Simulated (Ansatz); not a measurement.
## MgS: stiffness from a series of strains

```xyz
2
Lattice="0.0000 2.6016 2.6016 2.6016 0.0000 2.6016 2.6016 2.6016 0.0000" Properties=species:S:1:pos:R:3 pbc="T T T"
Mg    0.0000    0.0000    0.0000
S     2.6016    2.6016    2.6016
```

Atoms are numbered in the order listed.

The cell is COD entry 9008672, as deposited and not checked against the literature; nothing was relaxed.

These are results of Ansatz 0.2.0, DFT, PBEsol, all-electron LAPW, scalar-relativistic, not measurements.

Settings: a Γ-centred 10×10×10 k mesh, Fermi–Dirac smearing of 0.03 eV, basis error target 0.25 meV/atom, no spin polarisation.

The strain is applied along the Cartesian axes of the cell as listed (γ is the engineering shear, twice εxy = εyz = εzx). Fractional coordinates are held (clamped ions).

σ is the change of stress from the unstrained cell, which is at -0.96 GPa; tension is positive, so slopes are stress–strain coefficients at that pressure.

Only quantities that a quadratic follows smoothly over the whole series are listed; rougher ones are left out.

```
      γ  σxy (GPa)
-0.0200      -1.04
-0.0100      -0.53
 0.0000       0.00
 0.0200       1.10
```

Q: Fit the series and read off the stiffness at zero strain.

A: Least-squares fits y = p0 + p1 x + p2 x² to the rows give σxy (GPa): p1 = 53.5, p2 = 77. So C44 (clamped ions) = 54 GPa.

Q: One run, at γ = 0.0100, is withheld. Predict its row.

A: The fits give 0.54; the run gave 0.54.
